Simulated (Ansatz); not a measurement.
## VAs₂ single point

The input, for Ansatz 0.2.0 (plane waves, PAW):

```yaml
crystal:
  lattice:
    - [-3.041046, 3.041046, 2.615454]
    - [3.041046, -3.041046, 2.615454]
    - [3.041046, 3.041046, -2.615454]
  atoms:
    - { symbol: As, position: [0.65568, 0.15568, 0.81136] }
    - { symbol: As, position: [0.15568, 0.34432, 0.5] }
    - { symbol: As, position: [0.34432, 0.84432, 0.18864] }
    - { symbol: As, position: [0.84432, 0.65568, 0.5] }
    - { symbol: V, position: [0.25, 0.25, 0.0] }
    - { symbol: V, position: [0.75, 0.75, 0.0] }
  symmetry: { tolerance: 0.0003 }
kpoints:
  mp_grid: { grid: [6, 6, 6], shift: [0, 0, 0] }
  band_path:
    path:
      - [0.0, 0.0, 0.0]
      - [0.0, 0.0, 0.5]
      - [-0.5, 0.5, 0.5]
      - [0.0, 0.0, 0.0]
      - [0.43492184, 0.43492184, -0.43492184]
    npoints: 13
magnetization:
  noncollinear: true
  spin_orbit: true
scf:
  occupations: { method: fermi_dirac }
  lower_state_search: "off"
  max_iter: 200
hamiltonian:
  pseudopotentials: { kind: paw_fr }
  xc: r2scan
basis:
  ecutwfc: 500
  fft_grid_basis: typed
output:
  forces: true
  stress: true
  eigenvalues: true
  bader: true
  populations: true
  elf: true
  write_potential: true
  volumetric_format: npy
  dos:
    e_range: [-12, 8]
    de: 0.05
    projected: { site_lists: { As: [As], V: [V] } }
    method: { smearing: { sigma: 0.1, scheme: gaussian } }
checkpoint:
  read: saved_state
```

The saved state is an earlier solution for the same cell, perhaps on another mesh. The state carries no moments; the state need not be the lowest.

Output (shortened):

```
Pseudopotentials: kind: paw_fr
Pseudopotential: As, paw_fr, valence charge 15, recommended cutoff 500 eV (meta_gga), As.paw.azcp#standard-fr
Pseudopotential: V, paw_fr, valence charge 13, recommended cutoff 500 eV (meta_gga), V.paw.azcp#standard-fr
Functional definition: r2SCAN
  exchange = r2scan_x(k0 = k0, k1 = k1, a1 = a1)
  correlation = r2scan_c
Crystal: 6 atoms, lattice volume = 96.750 Å³
Basis set: ecut = 500 eV, 2497 PW (Γ), exchange–correlation on 160×160×160 points (64 copies of the dense FFT grid, shifted against one another)
Bands: 104, of which v1, the nominal top of the filled ones, is band 86 counted from 1 (85 counted from 0)
Symmetry: 16 space group operations + 16 with time reversal
Magnetic group: BNS 140.542 (UNI 1202), of the structure as read, at distance tolerance 1.4e-3 Å
k-points: 30 of 216
Initial density: read from a saved state, or passed on in memory by an earlier SCF of this step, an earlier step, the calling program or the single point that the run made first
Functional: x = r2scan, c = r2scan; τ floored in thin density (d = 2e-4 eV/Å³)
SCF iter   1: F=-25280.2597 eV  Δρ=3.74e-3  dr2=3.44e-3  dr2_τ=1.91e-3  dr2_m=0.00e0 (ungated)  |M|=0.00e0 ∫|m|=0.00e0 μB
SCF iter   2: F=-25280.2634 eV  Δρ=2.49e-3  dr2=5.24e-4  dr2_τ=2.85e-4  dr2_m=0.00e0 (ungated)  |M|=0.00e0 ∫|m|=0.00e0 μB
SCF iter   3: F=-25280.2639 eV  Δρ=1.29e-3  dr2=1.73e-4  dr2_τ=7.13e-5  dr2_m=0.00e0 (ungated)  |M|=0.00e0 ∫|m|=0.00e0 μB
SCF iter   4: F=-25280.2641 eV  Δρ=5.30e-4  dr2=3.75e-5  dr2_τ=1.12e-5  dr2_m=0.00e0 (ungated)  |M|=0.00e0 ∫|m|=0.00e0 μB
SCF iter   5: F=-25280.2641 eV  Δρ=5.87e-5  dr2=2.31e-6  dr2_τ=4.59e-8  dr2_m=0.00e0 (ungated)  |M|=0.00e0 ∫|m|=0.00e0 μB
SCF iter   6: F=-25280.2641 eV  Δρ=2.37e-5  dr2=2.97e-7  dr2_τ=2.05e-8  dr2_m=0.00e0 (ungated)  |M|=0.00e0 ∫|m|=0.00e0 μB
SCF iter   7: F=-25280.2641 eV  Δρ=6.24e-6  dr2=5.61e-8  dr2_τ=4.62e-10  dr2_m=0.00e0 (ungated)  |M|=0.00e0 ∫|m|=0.00e0 μB
Magnetization: |M| = 0.0000 μB,  M = (+0.0000, +0.0000, +0.0000) μB
Absolute magnetization: 0.0000 μB (∫|m|)
  site 0: m = (+0.0000, +0.0000, +0.0000) μB, |m| = 0.0000 μB  (R = 1.09 Å)
  site 1: m = (+0.0000, +0.0000, +0.0000) μB, |m| = 0.0000 μB  (R = 1.09 Å)
  site 2: m = (+0.0000, +0.0000, +0.0000) μB, |m| = 0.0000 μB  (R = 1.09 Å)
  site 3: m = (+0.0000, +0.0000, +0.0000) μB, |m| = 0.0000 μB  (R = 1.09 Å)
  site 4: m = (+0.0000, +0.0000, +0.0000) μB, |m| = 0.0000 μB  (R = 1.08 Å)
  site 5: m = (+0.0000, +0.0000, +0.0000) μB, |m| = 0.0000 μB  (R = 1.08 Å)
Free energy (F): -25280.2641 eV
Harris-Foulkes:  -25280.2641 eV  (|F-HF|=1.73e-8)
Internal energy: -25280.1396 eV  (E = F + TS)
E sigma→0 (E₀):  -25280.2019 eV
Entropy (-TS):   -0.1244 eV (-20.740 meV/atom)
Fermi energy:    14.8934 eV
--- Per-component energies (eV) ---
  E_band       = -1108.0871
  E_kinetic    = 1087.7394
  E_local      = -7433.9831  (includes V_loc(G=0)·N_el)
  E_nonlocal   = -2767.3819
  E_hartree    = 4103.1368
  E_xc         = -551.6532
  E_vxc        = -708.6457  (∫ρ·V_xc dr)
  E_paw        = -9623.3147  (= ΣΔE_a)
  E_vpaw       = 465.5359  (= ΣTr[D̂ρ^β])
  E_aug_tail   = 0.0003  (compensation charges beyond the density's cutoff)
  E_vtau       = 42.3638  (kinetic-family band-sum trace: ∫τ·v_τ [+ j·A + Jᵃ·Aᵃ] dr)
  E_ewald      = -10088.3874
  E_core_change = -6.2958  (= ΣΔE_core)
  E_smearing   = -0.1244  (= −TS)
--- Forces (eV/Å), atoms counted from 1 ---
  atom   1  As    -0.5563    -0.5563     0.0000
  atom   2  As     0.5563    -0.5563     0.0000
  atom   3  As     0.5563     0.5563     0.0000
  atom   4  As    -0.5563     0.5563     0.0000
  atom   5  V      0.0000     0.0000     0.0000
  atom   6  V      0.0000     0.0000     0.0000
--- Stress (GPa, compression-positive) ---
       -6.7866       0.0000       0.0000
        0.0000      -6.7866       0.0000
        0.0000       0.0000       0.8741
  P = ⅓ Tr σ = -4.2331 GPa (-42.331 kbar)
--- Löwdin populations: 6 sites ---
  site symbol       q [e]
     0     As     15.1627
     1     As     15.1627
     2     As     15.1627
     3     As     15.1627
     4      V     12.4964
     5      V     12.4964
  spilling = 0.0041 (of n_electrons = 86.0000)
--- Bader charges: 6 sites ---
  site symbol  charge [e]  shift [e]  m_x [muB]  m_y [muB]  m_z [muB]
     0     As     -0.5045     0.0012     0.0000     0.0000     0.0000
     1     As     -0.5045     0.0012     0.0000     0.0000     0.0000
     2     As     -0.5045     0.0012     0.0000     0.0000     0.0000
     3     As     -0.5045     0.0012     0.0000     0.0000     0.0000
     4      V      1.0091     0.0023     0.0000     0.0000     0.0000
     5      V      1.0090     0.0023     0.0000     0.0000     0.0000
```

Origin: a known structure type with other elements, at an estimated volume, so it need not be a known compound. Caveats: started without moments under time reversal, so no moment could form.
